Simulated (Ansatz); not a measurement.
Be (hcp, Mg type)

```yaml
crystal:
  lattice:
    - [2.26472, 0.00000, 0.00000]
    - [-1.13236, 1.96131, 0.00000]
    - [0.00000, 0.00000, 3.56124]
  atoms:
    - { symbol: Be, position: [0.33333, 0.66667, 0.75000] }
    - { symbol: Be, position: [0.66667, 0.33333, 0.25000] }
```

The slice is a (0001) plane (indices of the conventional cell) through the point (0.667, 0.333, 0.250) (fractional), spanned by u = [110] and v = [1 -1 0] in vectors of this cell: u (2.26 Å) and v (3.92 Å, at 90° to u). It covers one period; positions are fractions (u, v).

The numbers are results of PBE (plane waves to 420 eV, PAW, scalar-relativistic; Ansatz, a quantum-chemistry and plane-wave program), not measurements. k mesh 23×23×13. Inside the PAW spheres the values are not all-electron values, and peaks at nuclei hang on which shells count as valence. Be was relaxed with its symmetry unable to fall.

Question: The ELF has a maximum in the middle third of the Be–Be line. Where, and how high?

Answer: 0.62, 1.1 Å from Be.

Question: What is the valence density on the shortest Be–Be line in this plane (2.26 Å), at its midpoint?

Answer: 0.26 e/Å³.

Question: Predict the map of the electrostatic potential energy of an electron, from the cell's mean on the slice.

Answer: 
```
|xxxxxxx-+-xxxxxx|
|xxxxxxx=*=xxxxxx|
|xxxxxx:*#*:xxxxx|
|xxxxx =#%#= xxxx|
|xxxx -*%%%*- xxx|
|xxx.-+*###*+-.xx|
|===++==---==++==|
|%%#*-.xxxxx.-*#%|
|@@#= xxxxxxx =#@|
|@%+ xxxxxxxxx +%|
|%#-xxxxxxxxxxx-#|
|#+xxxxxxxxxxxxx+|
|+-xxxxxxxxxxxxx-|
|+-xxxxxxxxxxxxx-|
|+-xxxxxxxxxxxxx-|
|*=xxxxxxxxxxxxx=|
|#*:xxxxxxxxxxx:*|
|%#= xxxxxxxxx =#|
|%%*- xxxxxxx -*%|
|##*+-.xxxxx.-+*#|
|--==++=====++==-|
|xxx.-*#%%%#*-.xx|
|xxxx =#@@@#= xxx|
|xxxxx +%@%+ xxxx|
|xxxxxx-#%#-xxxxx|
|xxxxxxx+#+xxxxxx|
|xxxxxxx-+-xxxxxx|
|xxxxxxx-+-xxxxxx|
```
Scale: ten equal steps from 2.93 (start of ' ') to 7.01 (end of '@'), in the order ' .:-=+*#%@'. Values: electrostatic potential energy of an electron, from the cell's mean, in eV. The map has 16 points along u (one character each, u = 0 at the left) and 28 along v (v = 0 in the bottom row). Points within 0.9 Å of a nucleus are blanked (x), as the pseudised field means little there. The zero, the cell's mean, hangs on the PAW cores.
